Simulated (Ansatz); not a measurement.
Nb:
```
Nb
1.0
   -1.62380     1.62380     1.62380
    1.62380    -1.62380     1.62380
    1.62380     1.62380    -1.62380
Nb
1
Direct
  0.00000   0.00000   0.00000
```

This is the LDA-relaxed structure.

Q: All from the program Ansatz at the LDA level (PAW), unless another level is named. Predict the Hill bulk and shear moduli.

A: 191 and 24.0 GPa.

Q: Give the elastic constants (relaxed ions, GPa).

A: C11 = 276, C12 = 148, C44 = 10.7.

Space group Im-3m (bcc (W type)). Symmetry was held in the LDA relaxation. No spin polarisation was allowed. As this level gives no gap, shear constants depend on the k-mesh and smearing (Fermi–Dirac, 0.1 eV here).

Potentials: the earlier of the program's two PAW sets.
